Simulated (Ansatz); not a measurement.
This cell of PtSe$_{2}$ (CdI2 type) is off equilibrium:

```
PtSe2
1.0
    3.73915     0.00000     0.00000
   -1.86957     3.23820     0.00000
    0.00000     0.00000     4.62953
Pt Se
1 2
Direct
  0.00000   0.00000   0.00000
  0.80002   0.40001   0.32661
  0.33333   0.66667   0.72783
```

All values below come from PBEsol-D3(BJ) (plane waves to 420 eV, PAW, scalar-relativistic; Ansatz, a first-principles code). k mesh 12×12×8 (Γ-centred), Fermi-Dirac smearing 0.05 eV. The energy includes the smearing's −TS. Compression counts positive. With partly filled bands, energies and forces of such displacements shift with the k mesh and the smearing. PtSe2 is run without spin polarisation. PtSe2 was relaxed with its symmetry unable to fall. Spin-orbit coupling is left out, though Pt is heavy.

Problem. Predict the force on every atom, in eV/Å.

Solution. 
```json
[
 {"atom": "Pt1", "Fx": "1.254", "Fy": "0.724", "Fz": "0.946"},
 {"atom": "Se2", "Fx": "-0.861", "Fy": "-0.497", "Fz": "-1.274"},
 {"atom": "Se3", "Fx": "-0.392", "Fy": "-0.227", "Fz": "0.328"}
]
```

Problem. Give the stress tensor in GPa and the pressure.

Solution. 
```
    1.7      3.0      2.0
    3.0     -1.8      1.1
    2.0      1.1     -1.1
```
The pressure, a third of the trace, is -0.4 GPa.

Problem. In it atom 2 sits (0.374, 0.216, 0.252) Å away from its relaxed site. What is its energy relative to the relaxed cell?

Solution. 499 meV/cell.

(A displaced cell: forces are minus the slopes of the energy, force constants its curvatures, and phonons follow from these.)
